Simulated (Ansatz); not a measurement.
Given:

AlRh$_{3}$N:
```xyz
5
Lattice="4.0102 0.0000 0.0000 0.0000 4.0102 0.0000 0.0000 0.0000 4.0102" Properties=species:S:1:pos:R:3 pbc="T T T"
Al     0.0000     0.0000     0.0000
Rh     0.0000     2.0051     2.0051
Rh     2.0051     0.0000     2.0051
Rh     2.0051     2.0051     0.0000
N      2.0051     2.0051     2.0051
```
The run is spin-polarised; directions of the spins, atom by atom: 0 0 0 0 0.

This is the r²SCAN-relaxed structure.

Q: All from plane-wave PAW r²SCAN (Ansatz code), unless another level is named. Estimate the electronic character.

A: metallic (no gap).

Q: Give the density of states at the Fermi level.

A: 0.78 states/eV per atom (mean over ±0.08 eV).

Q: And the formation energy from the elements (no fitted shifts)?

A: -0.16 eV/atom.

Space group Pm-3m (anti-perovskite). The start of the workflow was typed in or built on a structure type; neither database checked (COD, Materials Project) lists it. Whether it is the stable phase at ambient conditions was not checked. The r²SCAN relaxation kept the symmetry of its start; its stability against distortions is not shown here. Magnetic state: ferromagnetic, the only order run, not a proven ground state. The volume moved by 18 % from the start of the relaxation. Other orbital occupations within this spin state were not tried. No Hubbard U is applied. The references are the lowest solids computed at this level, not always the standard phases (solids in place of the gases). Scalar-relativistic: spin–orbit coupling is off unless named, which matters more the heavier the elements.

Potentials: the later of the program's two PAW sets.
